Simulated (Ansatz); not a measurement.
Relaxed AlN (wurtzite):

```
AlN
1.0
    3.13030     0.00000     0.00000
   -1.56515     2.71092     0.00000
    0.00000     0.00000     5.01801
Al N
2 2
Direct
  0.66667   0.33333   0.00337
  0.33333   0.66667   0.50337
  0.66667   0.33333   0.62183
  0.33333   0.66667   0.12183
```

In this cell atom 1 (Al, nearest neighbour N at 1.903 Å; its periodic images, 3.1 Å or more away, move with it) is moved by u·(0.707, 0.707, 0.000) + v·(0.000, 0.000, 1.000); the rest is frozen.

Calculation: PBE (plane waves to 420 eV, PAW, scalar-relativistic; Ansatz, an electronic-structure program). k mesh 10×10×6 (Γ-centred), Fermi-Dirac smearing 0.05 eV. Stress and pressure are positive under compression. Points where atoms come too close for the PAW data are left out (x in tables, blank in figures). AlN was relaxed with its symmetry unable to fall.

Changes of P (GPa) from the point u = 0.000 Å, v = 0.000 Å when one coordinate moves alone (two changes are said to add if the coupling is within 5 % of the smaller one, nearly so within 20 %):

```
point                      change
-------------------------  ------
u = 0.000 Å, v = -0.420 Å   20.30
u = 0.000 Å, v = -0.210 Å    3.96
u = -0.630 Å, v = 0.000 Å   15.67
u = -0.420 Å, v = 0.000 Å    8.07
u = -0.210 Å, v = 0.000 Å    2.32
u = 0.210 Å, v = 0.000 Å     3.25
u = 0.420 Å, v = 0.000 Å    15.86
u = 0.000 Å, v = 0.210 Å     1.79
u = 0.000 Å, v = 0.420 Å     5.71
u = 0.000 Å, v = 0.630 Å    10.02
```

Do the two effects add at u = -0.630 Å, v = 0.210 Å? Give the computed change.

The sum of the single changes is 15.67 + (1.79) = 17.46; the calculation gives 24.40, so the coupling contributes 6.94 (over 20 % of the smaller single change, not additive).

What is the change at u = 0.210 Å, v = -0.210 Å, where both move, and how far is it from the sum?

The sum of the single changes is 3.25 + (3.96) = 7.21; the calculation gives 5.76, so the coupling contributes -1.45 (over 20 % of the smaller single change, not additive).

What is the change at u = 0.210 Å, v = 0.630 Å, where both move, and how far is it from the sum?

The sum of the single changes is 3.25 + (10.02) = 13.27; the calculation gives 15.71, so the coupling contributes 2.44 (over 20 % of the smaller single change, not additive).

(A displaced cell: forces are minus the slopes of the energy, force constants its curvatures, and phonons follow from these.)
